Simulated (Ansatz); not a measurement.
GaP (zincblende), relaxed with r2SCAN, was run in the plane-wave code Ansatz under altered settings. All numbers are computed, without spin polarisation but where a row says otherwise.

```
Ga P
1.0
     0.00000    2.72540    2.72540
     2.72540    0.00000    2.72540
     2.72540    2.72540    0.00000
Ga P
1 1
Cartesian
  0.0000 0.0000 0.0000
  1.3627 1.3627 1.3627
```

The base run's other keys:
```yaml
kpoints:
  mp_grid: { grid: [4, 4, 4] }
hamiltonian:
  xc: hse06
scf:
  occupations: { method: fixed }
  n_extra_bands: 4
```

It takes 14 iterations with 749 plane waves at 420 eV and 8 k points, and leaves a mean stress of +1.13 GPa. The gap over this mesh is 2.305 eV. It ran on 4 threads of Arm Neoverse N1 (shared host).

Outcomes, with energy and stress as changes against the base:
```
                                     setting    outcome  ΔF (meV/atom)  Δ mean stress (GPa)  gap on the mesh (eV)  iterations  wall time
                       hamiltonian.xc: wpbeh  converged              –                  0.0                 2.302          14      6.3 s
                        hamiltonian.xc: pbe0  converged              –                 -0.2                 2.995          12      5.9 s
 PBE hybrid, exx coeff 0.1, omega 0.2078 1/Å  converged              –                 +1.0                 1.893          10      5.8 s
PBE hybrid, exx coeff 0.75, omega 0.2078 1/Å  converged              –                 -2.9                 3.795          18      7.7 s
                 scf.eigensolver.kind: dense  converged            0.0                  0.0                 2.305          13       25 s
```
A dash marks a value that wasn't obtained or can't be compared. Stress is positive in compression. The base took 6.2 s.

- hamiltonian.xc: pbe0. The mean stress moves by -0.2 GPa and the gap on the mesh by +0.690 eV (to 2.995). It's another functional on the same cell, so totals aren't comparable.
- PBE hybrid, exx coeff 0.1, omega 0.2078 1/Å. That is 10 % exact exchange, screened with ω = 0.2078 1/Å, against HSE06's 25 % screened at 0.208 1/Å. The mean stress moves by +1.0 GPa and the gap on the mesh by -0.411 eV (to 1.893). Totals of different functionals aren't comparable.
- PBE hybrid, exx coeff 0.75, omega 0.2078 1/Å. That is 75 % exact exchange, screened with ω = 0.2078 1/Å, against HSE06's 25 % screened at 0.208 1/Å. The mean stress moves by -2.9 GPa and the gap on the mesh by +1.490 eV (to 3.795). Totals of different functionals aren't comparable.

Within 1 meV an atom, 0.1 GPa and 0.005 eV of the base stay: scf.eigensolver.kind: dense.

The program warns that its thresholds are loose for a hybrid's stress.

The meshes of the hybrids are coarse, so their gaps aren't converged to the digits shown.
